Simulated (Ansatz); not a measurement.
The following input was run with Ansatz 0.2.0.

```yaml
crystal:
  lattice:
    - [-1.805, 1.805, 1.805]
    - [1.805, -1.805, 1.805]
    - [1.805, 1.805, -1.805]
  atoms:
    - { symbol: Hf, position: [0.0, 0.0, 0.0] }
basis:
  ecutwfc: 500
kpoints:
  mp_grid: { grid: [16, 16, 16] }
hamiltonian:
  xc: r2scan
scf:
  occupations: { method: gaussian, width: 0.1 }
output:
  forces: true
  stress: true
  eigenvalues: true
  write_density: true
  write_potential: true
  elf: true
  volumetric_format: npy
relax:
  adjacent_minimum: "off"
  f_tol: 0.005
  max_steps: 80
  cell: { stress_tol: 0.05 }
```

Command:
```bash
ansatz run input.yaml --threads 1 --pin off --max-ram 2560MiB --backend cpu --events-out ev --progress --plain --runs-dir out
```

Computed with DFT r2SCAN, scalar-relativistic, plane waves, PAW in Ansatz.

From the run's log, abridged:

```
Pseudopotentials: kind: paw
Pseudopotential: Hf, paw, valence charge 26, recommended cutoff 500 eV (meta_gga)
Functional definition: r2SCAN
Crystal: 1 atom, lattice volume = 23.523 Å³
Basis set: ecut = 500 eV, 603 PW (Γ), exchange–correlation on 96×96×96 points (64 copies of the dense FFT grid, shifted against one another)
Bands: 17, of which v1, the nominal top of the filled ones, is band 13 counted from 1 (12 counted from 0)
Symmetry: 48 space group operations
Space group: Im-3m (ITA 229), of the structure as read, at distance tolerance 2.9e-5 Å
k-points: 145 of 4096
Initial density: superposition of atomic densities (neutral atoms: chi_scale 0, normalization atom), corrected by the library's trained network
Initial wavefunctions: pseudopotential atomic-orbital guess
Functional: x = r2scan, c = r2scan; τ floored in thin density (d = 2e-4 eV/Å³)
SCF iter   1: F=—  HF=-15732.832312 eV  |F-HF|=—  |Δ(HF+E_count)|=         —  Δρ=7.04e-3  dr2=6.21e-3  dr2_τ=1.72e-2  ethr=1.77e-3  ⟨swp⟩=4.2  Hψ=10201  notcnv=0
SCF iter   2: F=—  HF=-15732.833878 eV  |F-HF|=—  |Δ(HF+E_count)|=   1.57e-3  Δρ=3.15e-3  dr2=1.54e-3  dr2_τ=8.31e-4  ethr=2.39e-5  ⟨swp⟩=3.2  Hψ=6886  notcnv=0  defer=9
SCF iter   3: F=—  HF=-15732.833490 eV  |F-HF|=—  |Δ(HF+E_count)|=   3.87e-4  Δρ=2.51e-3  dr2=9.12e-4  dr2_τ=1.15e-4  ethr=5.91e-6  ⟨swp⟩=2.3  Hψ=4428  notcnv=0  defer=10
SCF iter   4: F=—  HF=-15732.833990 eV  |F-HF|=—  |Δ(HF+E_count)|=   5.00e-4  Δρ=4.73e-4  dr2=2.07e-5  dr2_τ=5.95e-6  ethr=3.51e-6  ⟨swp⟩=2.0  Hψ=4331  notcnv=0  defer=10
SCF iter   5: F=—  HF=-15732.833994 eV  |F-HF|=—  |Δ(HF+E_count)|=   3.94e-6  Δρ=1.34e-4  dr2=5.15e-6  dr2_τ=4.28e-7  ethr=7.96e-8  ⟨swp⟩=2.0  Hψ=4335  notcnv=0  defer=10
SCF iter   6: F=—  HF=-15732.833994 eV  |F-HF|=—  |Δ(HF+E_count)|=   2.75e-7  Δρ=1.91e-5  dr2=4.62e-8  dr2_τ=2.10e-8  ethr=3.85e-10  ⟨swp⟩=7.5  Hψ=19199  notcnv=0
SCF iter   7: F=-15732.833994 eV  HF=-15732.833994 eV  |F-HF|=1.84e-9  |Δ(HF+E_count)|=   5.15e-8  Δρ=4.02e-6  dr2=2.31e-9  dr2_τ=1.84e-10  ethr=1.78e-10  ⟨swp⟩=7.8  Hψ=14703  notcnv=0
SCF 1 converged in 7 iterations: F = -15732.833994 eV  dr2 = 2.31e-9
relax step   1: F+E_penalty+E_count = -15732.83399419 eV  Δ(F+E_penalty+E_count) = +0.000e0 eV  max|allowed force component| = 0.000e0 eV/Å  Δτ_max = 0.0000 Å  P = -5.470 GPa  Ω = 23.523 Å³  (7 SCF iters, dr2 threshold 1.00e-7 eV, accepted)
Crystal: 1 atom, lattice volume = 20.952 Å³
Basis set: ecut = 500 eV, 555 PW (Γ), exchange–correlation on 96×96×96 points (64 copies of the dense FFT grid, shifted against one another)
Initial density: handed on by an earlier stage of this run
Initial wavefunctions: those handed on with the density
SCF iter   1: F=—  HF=-15732.581439 eV  |F-HF|=—  |Δ(HF+E_count)|=         —  Δρ=6.33e-3  dr2=5.39e-3  dr2_τ=2.08e-1  ethr=2.06e-5  ⟨swp⟩=1.7  Hψ=13645  notcnv=0
SCF iter   2: F=—  HF=-15732.837000 eV  |F-HF|=—  |Δ(HF+E_count)|=   2.56e-1  Δρ=2.17e-3  dr2=5.44e-4  dr2_τ=4.99e-4  ethr=2.06e-5  ⟨swp⟩=2.8  Hψ=5072  notcnv=0
SCF iter   3: F=—  HF=-15732.837502 eV  |F-HF|=—  |Δ(HF+E_count)|=   5.01e-4  Δρ=9.96e-4  dr2=2.21e-4  dr2_τ=1.24e-5  ethr=2.09e-6  ⟨swp⟩=2.0  Hψ=4351  notcnv=0
SCF iter   4: F=—  HF=-15732.837471 eV  |F-HF|=—  |Δ(HF+E_count)|=   3.06e-5  Δρ=4.38e-4  dr2=3.90e-5  dr2_τ=4.96e-6  ethr=8.49e-7  ⟨swp⟩=2.1  Hψ=3997  notcnv=0
SCF iter   5: F=—  HF=-15732.837451 eV  |F-HF|=—  |Δ(HF+E_count)|=   1.97e-5  Δρ=1.73e-4  dr2=4.65e-6  dr2_τ=6.23e-7  ethr=1.50e-7  ⟨swp⟩=2.0  Hψ=4406  notcnv=0
SCF iter   6: F=—  HF=-15732.837457 eV  |F-HF|=—  |Δ(HF+E_count)|=   5.71e-6  Δρ=8.99e-5  dr2=1.56e-6  dr2_τ=1.44e-7  ethr=1.79e-8  ⟨swp⟩=2.0  Hψ=4347  notcnv=0
SCF iter   7: F=—  HF=-15732.837458 eV  |F-HF|=—  |Δ(HF+E_count)|=   5.35e-7  Δρ=4.56e-5  dr2=2.56e-7  dr2_τ=2.52e-8  ethr=5.98e-9  ⟨swp⟩=2.0  Hψ=4358  notcnv=0
SCF iter   8: F=—  HF=-15732.837458 eV  |F-HF|=—  |Δ(HF+E_count)|=   2.09e-7  Δρ=2.79e-5  dr2=1.11e-7  dr2_τ=1.39e-8  ethr=3.85e-10  ⟨swp⟩=7.1  Hψ=14264  notcnv=0
SCF iter   9: F=-15732.837458 eV  HF=-15732.837458 eV  |F-HF|=1.39e-8  |Δ(HF+E_count)|=   9.09e-8  Δρ=1.29e-5  dr2=2.72e-8  dr2_τ=3.56e-9  ethr=3.85e-10  ⟨swp⟩=7.9  Hψ=16096  notcnv=0
SCF 2 converged in 9 iterations: F = -15732.837458 eV  dr2 = 2.72e-8
relax step   2: F+E_penalty+E_count = -15732.83745790 eV  Δ(F+E_penalty+E_count) = -3.464e-3 eV  max|allowed force component| = 0.000e0 eV/Å  Δτ_max = 0.0000 Å  P = +6.030 GPa  Ω = 20.952 Å³  energy of the carried Pulay correction = +3.170e-4 eV  (9 SCF iters, dr2 threshold 1.00e-7 eV, accepted)
Crystal: 1 atom, lattice volume = 22.226 Å³
SCF iter   1: F=—  HF=-15732.785449 eV  |F-HF|=—  |Δ(HF+E_count)|=         —  Δρ=3.84e-3  dr2=1.93e-3  dr2_τ=5.87e-2  ethr=7.25e-6  ⟨swp⟩=1.6  Hψ=13350  notcnv=0
SCF iter   2: F=—  HF=-15732.858517 eV  |F-HF|=—  |Δ(HF+E_count)|=   7.31e-2  Δρ=9.10e-4  dr2=1.38e-4  dr2_τ=1.15e-4  ethr=7.25e-6  ⟨swp⟩=2.4  Hψ=4985  notcnv=0
SCF iter   3: F=—  HF=-15732.858593 eV  |F-HF|=—  |Δ(HF+E_count)|=   7.61e-5  Δρ=5.20e-4  dr2=5.26e-5  dr2_τ=2.40e-6  ethr=5.29e-7  ⟨swp⟩=2.0  Hψ=3808  notcnv=0
SCF iter   4: F=—  HF=-15732.858604 eV  |F-HF|=—  |Δ(HF+E_count)|=   1.04e-5  Δρ=2.26e-4  dr2=1.00e-5  dr2_τ=3.95e-7  ethr=2.02e-7  ⟨swp⟩=2.0  Hψ=4353  notcnv=0
SCF iter   5: F=—  HF=-15732.858590 eV  |F-HF|=—  |Δ(HF+E_count)|=   1.43e-5  Δρ=7.74e-5  dr2=1.16e-6  dr2_τ=1.45e-7  ethr=3.85e-8  ⟨swp⟩=2.0  Hψ=4361  notcnv=0
SCF iter   6: F=—  HF=-15732.858591 eV  |F-HF|=—  |Δ(HF+E_count)|=   1.20e-6  Δρ=3.92e-5  dr2=1.89e-7  dr2_τ=1.24e-8  ethr=4.46e-9  ⟨swp⟩=2.0  Hψ=4354  notcnv=0
SCF iter   7: F=-15732.858591 eV  HF=-15732.858591 eV  |F-HF|=1.41e-8  |Δ(HF+E_count)|=   3.01e-8  Δρ=1.15e-5  dr2=1.28e-8  dr2_τ=1.49e-9  ethr=3.85e-10  ⟨swp⟩=8.6  Hψ=16743  notcnv=0
SCF 3 converged in 7 iterations: F = -15732.858591 eV  dr2 = 1.28e-8
relax step   3: F+E_penalty+E_count = -15732.85859080 eV  Δ(F+E_penalty+E_count) = -2.113e-2 eV  max|allowed force component| = 0.000e0 eV/Å  Δτ_max = 0.0000 Å  P = -0.383 GPa  Ω = 22.226 Å³  energy of the carried Pulay correction = +1.555e-4 eV  (7 SCF iters, dr2 threshold 1.00e-7 eV, accepted)
Crystal: 1 atom, lattice volume = 22.143 Å³
SCF iter   1: F=—  HF=-15732.858396 eV  |F-HF|=—  |Δ(HF+E_count)|=         —  Δρ=2.44e-4  dr2=8.84e-6  dr2_τ=2.27e-4  ethr=3.68e-8  ⟨swp⟩=2.0  Hψ=12860  notcnv=0
SCF iter   2: F=—  HF=-15732.858704 eV  |F-HF|=—  |Δ(HF+E_count)|=   3.08e-4  Δρ=6.40e-5  dr2=6.25e-7  dr2_τ=5.22e-7  ethr=3.40e-8  ⟨swp⟩=2.5  Hψ=4451  notcnv=0
SCF iter   3: F=—  HF=-15732.858705 eV  |F-HF|=—  |Δ(HF+E_count)|=   5.15e-7  Δρ=3.48e-5  dr2=2.53e-7  dr2_τ=1.10e-8  ethr=3.85e-10  ⟨swp⟩=9.0  Hψ=17661  notcnv=0
SCF iter   4: F=-15732.858705 eV  HF=-15732.858705 eV  |F-HF|=1.40e-9  |Δ(HF+E_count)|=   2.85e-8  Δρ=4.28e-6  dr2=3.22e-9  dr2_τ=3.25e-9  ethr=3.85e-10  ⟨swp⟩=5.9  Hψ=15124  notcnv=0
SCF 4 converged in 4 iterations: F = -15732.858705 eV  dr2 = 3.22e-9
relax step   4: F+E_penalty+E_count = -15732.85870451 eV  Δ(F+E_penalty+E_count) = -1.137e-4 eV  max|allowed force component| = 0.000e0 eV/Å  Δτ_max = 0.0000 Å  P = -0.018 GPa  Ω = 22.143 Å³  energy of the carried Pulay correction = +1.657e-4 eV  (4 SCF iters, dr2 threshold 1.00e-7 eV, accepted)
Initial wavefunctions: pseudopotential atomic-orbital guess (no wavefunctions were taken with the density)
SCF iter   1: F=—  HF=-15732.858565 eV  |F-HF|=—  |Δ(HF+E_count)|=         —  Δρ=5.18e-5  dr2=6.86e-8  dr2_τ=7.92e-7  ethr=3.60e-9  ⟨swp⟩=3.5  Hψ=18198  notcnv=0
SCF iter   2: F=—  HF=-15732.858565 eV  |F-HF|=—  |Δ(HF+E_count)|=   2.23e-7  Δρ=2.75e-5  dr2=2.04e-8  dr2_τ=2.60e-8  ethr=2.64e-10  ⟨swp⟩=2.0  Hψ=4351  notcnv=0
SCF iter   3: F=—  HF=-15732.858565 eV  |F-HF|=—  |Δ(HF+E_count)|=   4.20e-8  Δρ=4.39e-6  dr2=1.70e-9  dr2_τ=1.25e-9  ethr=7.85e-11  ⟨swp⟩=2.0  Hψ=4353  notcnv=0
SCF iter   4: F=—  HF=-15732.858565 eV  |F-HF|=—  |Δ(HF+E_count)|=  3.93e-10  Δρ=1.21e-6  dr2=1.33e-10  dr2_τ=9.28e-11  ethr=6.55e-12  ⟨swp⟩=2.1  Hψ=4351  notcnv=0
SCF iter   5: F=—  HF=-15732.858565 eV  |F-HF|=—  |Δ(HF+E_count)|=  1.93e-10  Δρ=5.19e-7  dr2=2.70e-11  dr2_τ=1.95e-12  ethr=1.00e-12  ⟨swp⟩=2.3  Hψ=4434  notcnv=0
SCF iter   6: F=-15732.858565 eV  HF=-15732.858565 eV  |F-HF|=0.00e0  |Δ(HF+E_count)|=  1.09e-11  Δρ=1.92e-7  dr2=3.50e-12  dr2_τ=6.13e-14  ethr=1.00e-12  ⟨swp⟩=5.4  Hψ=10771  notcnv=0
SCF 5 converged in 6 iterations: F = -15732.858565 eV  dr2 = 3.50e-12
SCF converged after 6 iterations
Free energy (F): -15732.858565 eV
Harris-Foulkes:  -15732.858565 eV  (|F-HF|=0.00e0)
Internal energy: -15732.849866 eV  (E = F + TS)
E sigma→0 (E₀):  -15732.854216 eV
Entropy (-TS):   -0.008699 eV (-8.699 meV/atom)
Fermi energy:    19.680687 eV
--- Per-component energies (eV) ---
  E_band       = 26.936553
  E_kinetic    = 425.030707
  E_local      = -5043.921872  (includes V_loc(G=0)·N_el)
  E_nonlocal   = -1248.824562
  E_hartree    = 2376.403772
  E_xc         = -283.345775
  E_vxc        = -293.383159  (∫ρ·V_xc dr)
  E_paw        = -6952.161407  (= ΣΔE_a)
  E_vpaw       = 1420.690827  (= ΣTr[D̂ρ^β])
  E_aug_tail   = -0.000001  (compensation charges beyond the density's cutoff)
  E_vtau       = 14.536975  (kinetic-family band-sum trace: ∫τ·v_τ [+ j·A + Jᵃ·Aᵃ] dr)
  E_ewald      = -5006.352250
  E_core_change = 0.321522  (= ΣΔE_core)
  E_smearing   = -0.008699  (= −TS)
--- Forces (eV/Å), atoms counted from 1 ---
  atom   1  Hf     0.00000000     0.00000000     0.00000000
--- Stress (GPa, compression-positive) ---
       -0.024123       0.000000       0.000000
        0.000000      -0.024123       0.000000
        0.000000       0.000000      -0.024123
  P = ⅓ Tr σ = -0.0241 GPa (-0.241 kbar)
--- Band table (eV; the first three rows and the last of 145) ---
  k-point 0: bands = ["-43.6019", "-11.1946", "-11.1946", "-11.1946", "7.9746", "7.9746", "7.9746", "8.0555", "8.0555", "8.0555", "8.0845", "12.2708", "21.4411", "21.4411", "21.4411", "24.3039", "24.3039"]
  k-point 1: bands = ["-43.5990", "-11.2305", "-11.2055", "-11.1948", "7.9756", "7.9768", "7.9768", "8.0535", "8.0548", "8.0548", "8.0816", "12.4231", "21.3303", "21.3962", "21.5903", "24.1240", "24.3015"]
  k-point 2: bands = ["-43.5908", "-11.3315", "-11.2366", "-11.1954", "7.9782", "7.9830", "7.9831", "8.0479", "8.0518", "8.0527", "8.0750", "12.8643", "21.0330", "21.2038", "22.0323", "23.7993", "24.3075"]
  k-point 144: bands = ["-43.4686", "-11.8019", "-11.8019", "-11.8019", "7.9591", "8.0118", "8.0118", "8.0118", "8.0628", "8.0628", "8.0628", "16.9195", "16.9195", "26.8448", "26.8448", "26.8448", "27.3095"]
--- Relaxed structure (4 steps of the walk, 4 accepted, 1 SCFs on fresh bases) ---
  F+E_penalty+E_count = -15732.85856494 eV   max|allowed force component| = 0.000e0 eV/Å   (the final SCF, on the basis selected at the relaxed cell)
  cell:  # Å, volume = 22.1432 Å³
    - [-1.76899667, 1.76899667, 1.76899667]
    - [1.76899667, -1.76899667, 1.76899667]
    - [1.76899667, 1.76899667, -1.76899667]
  atoms:
    - { symbol: Hf, position: [0.0, 0.0, 0.0] }
```

The relaxation met its thresholds.

The run took 33 s on 1 thread of Arm Neoverse V2 (shared host), peak memory 0.42 GiB.

Spin–orbit coupling is left out, which can shift energies with elements as heavy as these.